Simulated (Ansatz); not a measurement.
**Cd (fcc): energy against volume**

Method: DFT, r2SCAN, plane waves (500 eV) with PAW, scalar-relativistic (Ansatz 0.2.0). (PAW data from PBE, frozen cores regenerated.)

The cell is scaled uniformly from the relaxed one, with fractional coordinates and shape fixed. Energies are extrapolated to zero smearing, pressures are those at the given smearing. Magnetic state: spin not included.

A Birch-Murnaghan fit gives V₀ = 21.72 Å³/atom, B₀ = 55 GPa, B₀′ = 5.6.

(1) What are the energy above the minimum and the pressure at 20.017 Å³/atom?

(2) What are the energy above the minimum and the pressure at 22.627 Å³/atom?

(3) What are the energy above the minimum and the pressure at 24.368 Å³/atom?

## Answers

(1) 27.2 meV/atom and 5.56 GPa as computed.

(2) 5.9 meV/atom and -1.98 GPa as computed.

(3) 42.9 meV/atom and -4.48 GPa as computed.
